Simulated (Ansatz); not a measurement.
# Surface calculation: hcp Hf (10-10), 6 layers

The slab is cut from the hcp crystal, the stable phase, as relaxed on PAW files (20.82 Å³/atom), with 16 Å of vacuum and a dipole correction:

```yaml
crystal:
  lattice:
    - [3.11901, 0.00000, 0.00000]
    - [0.00000, 4.94183, 0.00000]
    - [0.00000, 0.00000, 22.30270]
  atoms:
    - { symbol: Hf, position: [0.75000, 0.75000, 0.35870] }
    - { symbol: Hf, position: [0.25000, 0.25000, 0.39907] }
    - { symbol: Hf, position: [0.25000, 0.75000, 0.47981] }
    - { symbol: Hf, position: [0.75000, 0.25000, 0.52019] }
    - { symbol: Hf, position: [0.75000, 0.75000, 0.60093] }
    - { symbol: Hf, position: [0.25000, 0.25000, 0.64130] }
```

Level of theory: DFT with LDA, scalar-relativistic, in Ansatz 0.2.0; a Γ-centred 12×8×1 k mesh, Fermi–Dirac smearing of 0.05 eV, no spin polarisation. LAPW: all electrons, basis error target 1 meV/atom; PAW: frozen-core files, cutoff 420 eV.

The bulk energy comes from a cell in the slab's orientation on a 12×8×7 mesh. The surface energy is (E(slab) − N·E(bulk))/2A at zero smearing, the mean of both faces; thin slabs carry quantum-size effects.

Spin–orbit coupling is left out, which matters for the heavy atoms. The PAW files were made under PBE.

Task: As cut, the LAPW slab lies 4.070 eV above 6 atoms of bulk. What surface energy is that?

Result: Over two faces of 15.41 Å² it is 132.0 meV/Å², and times 16.02 J/m² per eV/Å² that gives γ = 2.115 J/m².

| method | γ as cut (J/m²) | γ relaxed (J/m²) | Φ as cut (eV) | Φ relaxed (eV) |
| --- | --- | --- | --- | --- |
| LAPW | 2.115 | ? | 4.04 | 4.12 |

Task: Fill in "γ relaxed (J/m²)" for the row "LAPW".

Result: 2.063.

Task: How do the spacings between the planes relax?

Result: From the bottom face up: d12 -2.0 % of 0.900 Å, d23 -7.6 % of 1.801 Å, d34 +12.3 % of 0.900 Å, d45 -7.6 % of 1.801 Å, d56 -2.0 % of 0.900 Å.

Task: What changes if the images along the normal are cut off in place of the dipole correction?

Result: LAPW then gives: no gap, work function 4.12 eV; PAW: no gap, work function 4.12 eV.

Task: A 4f core hole is made on one atom of each kind in every 1×1 cell (PAW hole dataset, neutral cell, valence without spin). What does it cost by layer?

Result: layer 1 15.54 eV, layer 2 15.16 eV, layer 3 15.14 eV. Shifts between layers mean more than the absolute values, and a whole layer of holes screens otherwise than one hole.
